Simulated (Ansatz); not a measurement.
Starting cell, Ga$_{2}$Pt (fluorite type, space group Fm-3m):

```xyz
6
Lattice="0.0000 5.8693 5.8693 2.9346 2.9346 5.8693 2.9346 2.9346 0.0000" Properties=species:S:1:pos:R:3 pbc="T T T"
Ga     4.4019     4.4019     4.4019
Ga     4.4019     7.3366     7.3366
Ga     1.4673     1.4673     1.4673
Ga     1.4673     4.4019     4.4019
Pt     0.0000     0.0000     0.0000
Pt     2.9346     5.8693     2.9346
```

A phonon eigenvector at X = (0.5, 0.5, 0.0) is frozen into this cell: atom i moves by Q times the vector below, so Q is the largest atomic displacement, in Å. The cell is held. It is one choice among 3 degenerate patterns. (q is in reciprocal vectors of the primitive cell; the cell shown is doubled to hold the pattern.)

```
atom      x      y       z
----  -----  -----  ------
Ga1   0.000  0.000  -1.000
Ga2   0.000  0.000   1.000
Ga3   0.000  0.000   1.000
Ga4   0.000  0.000  -1.000
```

Atoms not listed stay in place.

Level of theory: LDA (plane waves to 420 eV, PAW, scalar-relativistic; Ansatz, an electronic-structure program). k mesh 14×14×14 (Γ-centred), Fermi-Dirac smearing 0.05 eV. Energies are smeared free energies. With partly filled bands, energies and forces of such displacements shift with the k mesh and the smearing. Ga2Pt is run without spin polarisation. Ga2Pt was relaxed with its symmetry unable to fall. Spin-orbit coupling is left out, though Pt is heavy. This is a high-temperature form of Ga2Pt. The zero of ΔE is the undisplaced structure. The last digit holds for this mesh only.

| Q (Å) | ΔE (meV/cell) |
|---|---|
| -0.180 | 727.0 |
| -0.150 | 497.1 |
| -0.120 | 314.1 |
| -0.090 | 174.7 |
| -0.060 | withheld |
| -0.030 | 19.1 |
| 0.000 | 0.0 |
| 0.030 | 19.1 |
| 0.060 | withheld |
| 0.090 | 174.7 |
| 0.120 | 314.1 |
| 0.150 | 497.1 |
| 0.180 | 727.0 |

### Question
Fit an even polynomial form (powers 2, 4) to the given rows and predict ΔE at Q = 0.060.

### Answer
Least squares on the 11 given rows: ΔE = (21300)·Q² + (35130)·Q⁴, in meV/cell with Q in Å; root-mean-square residual 0.09 meV/cell. At 0.060 the fit gives 77.1 meV/cell; the calculation gives 76.9 meV/cell, so the interpolation is off by 0.2 (+0.3 %). The quadratic term alone would give 76.7 meV/cell.

(A displaced cell: forces are minus the slopes of the energy, force constants its curvatures, and phonons follow from these.)
